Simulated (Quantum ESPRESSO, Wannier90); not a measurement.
## Wannierisation of Pt (fcc (Cu type))

```yaml
crystal:
  lattice:
    - [0.00000, 1.97158, 1.97158]
    - [1.97158, 0.00000, 1.97158]
    - [1.97158, 1.97158, 0.00000]
  atoms:
    - { symbol: Pt, position: [0.00000, 0.00000, 0.00000] }
```

Materials Project entry mp-126; symmetrised, unrelaxed at this level. This is the element's usual structure. Method: PBEsol plane waves in Quantum ESPRESSO 7.5 (PseudoDojo norm-conserving files, 68 Ry, spinors with spin-orbit coupling), Bloch states on a 10×10×10 mesh through Γ, Wannier90 4.0.1. Density: 18×18×18 mesh, cold smearing 0.01 Ry.

Valence charges of the files: Pt 18. 42 bands were computed.

Isolated groups of bands, relative to the Fermi level (bands from 9 on overlap up to the last one computed):

| bands | from (eV) | to (eV) | filling | weight on atomic waves |
|---|---|---|---|---|
| 1–2 | -98.44 | -98.40 | filled | Pt 5s 99 % |
| 3–4 | -63.73 | -63.60 | filled | Pt 5p 100 % |
| 5–8 | -48.87 | -48.43 | filled | Pt 5p 100 % |

Wanted is a model with the orbitals Pt s p d, without the filled groups that are mainly made of other shells (semicore states, and anion s where it isn't named); all higher bands stay in for disentanglement.

Q: Give num_wann, exclude_bands and num_bands, and the number of electrons that the model holds.

A: Electrons: 1×18 = 18, or 18.0 bands' worth; no gap over 0.05 eV opens at the Fermi level at this level of theory.
num_wann = 2 × (1×9) = 18.
exclude_bands = 1-8, 8 bands, so num_bands = 42 − 8 = 34.
The model holds 18 − 1×8 = 10 electrons. With the window frozen to 1.50 eV it follows pw.x to 2.6 meV rms (states up to 1.0 eV relative to the Fermi level).
